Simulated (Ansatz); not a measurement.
As (space group Cmce)

```yaml
crystal:
  lattice:
    - [1.82790, -5.56367, 0.00000]
    - [1.82790, 5.56367, 0.00000]
    - [0.00000, 0.00000, 4.62748]
  atoms:
    - { symbol: As, position: [0.10728, 0.89272, 0.06980] }
    - { symbol: As, position: [0.89272, 0.10728, 0.93020] }
    - { symbol: As, position: [0.39272, 0.60728, 0.56980] }
    - { symbol: As, position: [0.60728, 0.39272, 0.43020] }
```

The slice is a (010) plane (indices of the conventional cell) through the point (0.107, 0.893, 0.070) (fractional), spanned by u = [110] and v = [001] in vectors of this cell: u (3.66 Å) and v (4.63 Å, at 90° to u). It covers one period; positions are fractions (u, v).

Level of theory: r2SCAN+rVV10 (plane waves to 500 eV, PAW, scalar-relativistic; Ansatz, a quantum-chemistry and plane-wave program). k mesh 10×10×7. Inside the PAW spheres the values are not all-electron values, and peaks at nuclei hang on which shells count as valence. As was relaxed with its symmetry unable to fall.

Task: What is the valence density on the shortest As–As line in this plane (2.47 Å), at its midpoint?

Result: 0.55 e/Å³.

Task: What is the ELF at the midpoint of the shortest As–As line in this plane (2.47 Å)?

Result: 0.8.

Task: The ELF has a maximum in the middle third of the As–As line. Where, and how high?

Result: 0.76, 1.2 Å from As.

Task: Predict the map of the electron localisation function (ELF) on the slice.

Result: 
```tsv
v \ u	0.00	0.12	0.25	0.38	0.50	0.62	0.75	0.88
0.90	x	0.62	0.63	0.28	0.05	0.28	0.63	0.62
0.80	0.76	0.73	0.53	0.09	0.03	0.09	0.53	0.73
0.70	0.58	0.37	0.10	0.14	0.28	0.14	0.10	0.37
0.60	0.06	0.06	0.32	0.69	0.75	0.69	0.32	0.06
0.50	0.04	0.21	0.63	0.71	0.65	0.71	0.63	0.21
0.40	0.11	0.37	0.62	x	x	x	0.62	0.37
0.30	0.35	0.54	0.65	0.39	x	0.39	0.65	0.54
0.20	0.51	0.63	0.76	0.61	0.50	0.61	0.76	0.63
0.10	x	0.51	0.70	0.61	0.46	0.61	0.70	0.51
0.00	x	x	0.62	0.43	0.18	0.43	0.62	x
```

Values: electron localisation function (ELF). Points within 0.5 Å of a nucleus are blanked (x), as the pseudised field means little there.
